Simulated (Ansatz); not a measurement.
BePd (CsCl type)

```xyz
4
Lattice="5.5453 0.0000 0.0000 2.7726 2.7726 0.0000 0.0000 0.0000 2.7726" Properties=species:S:1:pos:R:3 pbc="T T T"
Be     0.0000     0.0000     0.0000
Be     2.7726     0.0000     0.0000
Pd     1.3863     1.3863     1.3863
Pd     4.1589     1.3863     1.3863
```

The atoms are displaced by Q × the pattern below (from a DFPT mode at M = (0.5, 0.5, 0.0), largest move 1; Q in Å), at fixed cell. (q is in reciprocal vectors of the primitive cell; the cell shown is doubled to hold the pattern.)

```json
[
 {"atom": "Pd3", "x": "0.000", "y": "0.000", "z": "-1.000"},
 {"atom": "Pd4", "x": "0.000", "y": "0.000", "z": "1.000"}
]
```

Atoms not listed stay in place.

Level of theory: LDA (plane waves to 420 eV, PAW, scalar-relativistic; Ansatz, a first-principles code). k mesh 17×17×17 (Γ-centred), Fermi-Dirac smearing 0.05 eV. The energy includes the smearing's −TS. With partly filled bands, energies and forces of such displacements shift with the k mesh and the smearing. BePd is run without spin polarisation. BePd was relaxed with its symmetry unable to fall. The zero of ΔE is the undisplaced structure.

| Q (Å) | ΔE (eV/cell) |
|---|---|
| -0.100 | 0.0496 |
| -0.067 | 0.0221 |
| -0.033 | 0.0055 |
| 0.000 | 0.0000 |
| 0.033 | 0.0055 |
| 0.067 | 0.0221 |
| 0.100 | 0.0496 |

Q: Which DFPT wavenumber at M = (0.5, 0.5, 0.0) belongs to this mode?
(A) 164 cm⁻¹
(B) 113 cm⁻¹
(C) 370 cm⁻¹

A: B, 113 cm⁻¹. The curvature of the scan gives 113 cm⁻¹

(For displaced atoms, the force is minus the slope of the energy, and its curvature is a force constant, which sets phonon frequencies.)
